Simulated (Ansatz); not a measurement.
TiAl₃:
Space group I4/mmm (No. 139); a = b = 3.845 Å, c = 8.622 Å, α = β = γ = 90.00°

| atom | site | symmetry | x | y | z |
|---|---|---|---|---|---|
| Al | 2b | 4/mmm | 0.0000 | 0.0000 | 0.5000 |
| Al | 4d | -4m2 | 0.0000 | 0.5000 | 0.2500 |
| Ti | 2a | 4/mmm | 0.0000 | 0.0000 | 0.0000 |
(The calculation used a cell of 4 atoms; values per cell refer to that cell.)

Relaxed with PBE.

**Question.** Which orbitals make up the states near the Fermi level in the program Ansatz at the PBE level (PAW)?

**Answer.** Within 0.5 eV of the Fermi level: Ti 3d 67 %, Al 3p 26 %. Projections are on Löwdin-orthogonalised atomic valence shells; empty p or d shells of many metals are not among them.

**Question.** Tabulate the density of states.

**Answer.** States/eV per cell of 4 atoms, in 0.25 eV bins, energy from the Fermi level.

```tsv
E (eV)	total	Al 3p	Ti 3d	Al 3s
-7.85	0.68	0.33	0.01	0.27
-7.60	0.71	0.35	0.02	0.28
-7.35	0.85	0.43	0.02	0.33
-7.10	0.80	0.41	0.03	0.30
-6.85	0.74	0.39	0.03	0.26
-6.60	1.03	0.55	0.06	0.34
-6.35	1.05	0.57	0.07	0.35
-6.10	1.02	0.55	0.08	0.34
-5.85	0.97	0.52	0.09	0.32
-5.60	0.79	0.43	0.07	0.25
-5.35	0.89	0.49	0.08	0.26
-5.10	0.98	0.54	0.09	0.28
-4.85	1.16	0.63	0.11	0.34
-4.60	1.32	0.68	0.14	0.41
-4.35	1.25	0.64	0.15	0.39
-4.10	1.17	0.61	0.16	0.34
-3.85	1.20	0.65	0.17	0.31
-3.60	1.35	0.78	0.20	0.28
-3.35	1.32	0.79	0.20	0.25
-3.10	1.22	0.77	0.18	0.21
-2.85	1.68	1.02	0.27	0.31
-2.60	1.75	0.97	0.34	0.36
-2.35	1.63	0.91	0.36	0.29
-2.10	1.92	1.12	0.44	0.28
-1.85	2.16	1.24	0.57	0.26
-1.60	2.46	1.34	0.77	0.26
-1.35	2.59	1.34	0.95	0.22
-1.10	3.83	1.93	1.58	0.22
-0.85	2.89	1.27	1.36	0.18
-0.60	2.52	0.93	1.36	0.15
-0.35	2.74	0.82	1.71	0.12
-0.10	1.88	0.49	1.24	0.09
0.15	1.54	0.35	1.10	0.05
0.40	1.33	0.24	1.03	0.02
0.65	1.15	0.13	0.97	0.00
0.90	0.56	0.14	0.38	0.01
1.15	1.83	0.48	1.11	0.10
1.40	3.40	0.81	2.06	0.26
1.65	5.03	0.95	3.40	0.28
1.90	4.75	1.02	3.21	0.16
2.15	2.42	0.81	1.01	0.24
2.40	1.79	0.51	0.69	0.29
2.65	2.36	0.67	1.02	0.39
2.90	2.64	0.44	1.29	0.61
3.15	2.69	0.53	1.14	0.71
3.40	3.68	0.84	1.38	0.96
3.65	3.08	0.84	1.07	0.72
3.90	2.69	0.93	0.78	0.55
4.15	2.53	1.01	0.60	0.50
4.40	2.47	1.06	0.50	0.47
4.65	2.12	0.93	0.37	0.40
```

The PBE relaxation kept the symmetry of its start. No spin polarisation was allowed. Axis ratios of metals converge slowly with the k-mesh, so a and c are less sure than the volume.

Potentials: the later of the program's two PAW sets.
